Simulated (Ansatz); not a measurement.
InAs (zinc blende)

```
InAs
1.0
    0.00000     3.04368     3.04368
    3.04368     0.00000     3.04368
    3.04368     3.04368     0.00000
As In
1 1
Cartesian
  4.56552   4.56552   4.56552
  0.00000   0.00000   0.00000
```

E(V) scan at fixed shape, V₀ the volume above. Symmetry pins the atoms to their sites.

These are PBEsol (plane waves to 420 eV, PAW, scalar-relativistic; Ansatz, an electronic-structure program) values and carry that method's errors. k mesh 9×9×9 (Γ-centred), Fermi-Dirac smearing 0.05 eV. The energy includes the smearing's −TS. At this level the bands of InAs touch or barely overlap; measurements give the solid a gap. InAs was relaxed with its symmetry unable to fall. The PAW data are Ansatz's earlier set. ΔE is measured from the relaxed starting cell.

**Question.** Estimate the ΔE (meV/atom) for V/V₀ = 0.840, 0.936, 0.968, 1.032, 1.096, 1.128.

**Answer.** 
| V/V₀ | ΔE (meV/atom) |
|---|---|
| 0.840 | 175 |
| 0.936 | 23 |
| 0.968 | 5 |
| 1.032 | 5 |
| 1.096 | 38 |
| 1.128 | 63 |

(A scan under strain: stresses follow from slopes of the energy per volume, elastic moduli from its curvatures.)
